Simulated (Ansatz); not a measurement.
MnGe (space group P2_13)

```xyz
8
Lattice="4.6787 0.0000 0.0000 0.0000 4.6787 0.0000 0.0000 0.0000 4.6787" Properties=species:S:1:pos:R:3 pbc="T T T"
Mn     2.9821     0.6427     1.6966
Mn     4.0359     4.0359     4.0359
Mn     0.6427     1.6966     2.9821
Mn     1.6966     2.9821     0.6427
Ge     1.6059     3.9453     3.0727
Ge     0.7334     0.7334     0.7334
Ge     3.9453     3.0727     1.6059
Ge     3.0727     1.6059     3.9453
```

The slice is a {110} plane (indices of the conventional cell) through the point (0.863, 0.863, 0.863) (fractional), spanned by u = [100] and v = [011] in vectors of this cell: u (4.68 Å) and v (6.62 Å, at 90° to u). It covers one period; positions are fractions (u, v).

All values below come from PBEsol (plane waves to 420 eV, PAW, scalar-relativistic; Ansatz, a first-principles code). k mesh 10×10×10. Inside the PAW spheres the values are not all-electron values, and peaks at nuclei hang on which shells count as valence. MnGe was relaxed with its symmetry unable to fall. Relaxed MnGe ends ferromagnetic. The magnetic order is the one the run started from; other orders were not tried.

### Question
What is the valence density on the shortest Mn–Ge line in this plane (2.38 Å), at its midpoint?

### Answer
0.45 e/Å³.

### Question
What is the ELF at the midpoint of the shortest Mn–Ge line in this plane (2.38 Å)?

### Answer
0.4.

### Question
Sketch the ELF of the up spins on this plane as a map.

### Answer
```
v \ u  0.00  0.13  0.26  0.39  0.52  0.65  0.78  0.91
-----  ----  ----  ----  ----  ----  ----  ----  ----
0.88   0.25  0.17  0.44  0.35  0.25  0.36  0.26  0.21
0.75   0.42  0.32  0.23  0.43  0.40  0.21  0.16  0.35
0.62   0.41  0.33  0.21  0.17  0.24  0.19  0.29  0.38
0.50   0.39  0.34  0.31  0.33  0.29  0.17  0.20  0.30
0.38   0.28  0.36  0.16  0.31  0.43  0.19  0.32  0.19
0.25   0.39  0.36     x  0.14  0.39  0.25  0.21  0.28
0.12   0.25  0.26  0.43  0.36  0.22  0.19  0.23  0.19
0.00      x  0.48  0.27  0.40  0.39  0.45  0.20     x
```

Values: ELF of the up spins. Points within 0.5 Å of a nucleus are blanked (x), as the pseudised field means little there.
